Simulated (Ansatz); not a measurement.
According to r²SCAN in the plane-wave PAW code Ansatz, AlGaAs$_{2}$ in the tetragonal phase (P-4m2; Ga on 1a, As on 2g, Al on 1c) relaxes to a = 4.014 Å, c = 5.666 Å. Ga has 4 nearest neighbours from 2.46 Å (tetrahedral); As has 4 nearest neighbours from 2.45 Å (tetrahedral); Al has 4 nearest neighbours from 2.45 Å (tetrahedral).

It is gapped at this level: 1.47 eV (indirect). The valence maximum lies at Γ and the conduction minimum at R (2 equivalent valleys). The screened hybrid HSE06 puts the gap at 1.85 eV. Gap from r²SCAN with spin–orbit coupling: 1.37 eV. Electrons at the band edge weigh 0.11, 0.15, 0.31 mₑ (principal values).

The bulk modulus is 74.0 GPa. The relaxed-ion elastic constants in GPa are C11 = 144, C12 = 25.6, C13 = 52.8, C33 = 117, C44 = 58.8, C66 = 32.0. The elastic constants imply a Debye temperature near 374 K. Bader charges are Ga +0.78, As -1.43, Al +2.08 e.

The start of the workflow was typed in or built on a structure type; neither database checked (COD, Materials Project) lists it. Its standing as an ambient phase is unchecked. Symmetry was held in the r²SCAN relaxation; whether a distortion lowers the energy is not shown. Spin–orbit coupling is left out wherever it is not named.

Potentials: the later of the program's two PAW sets.
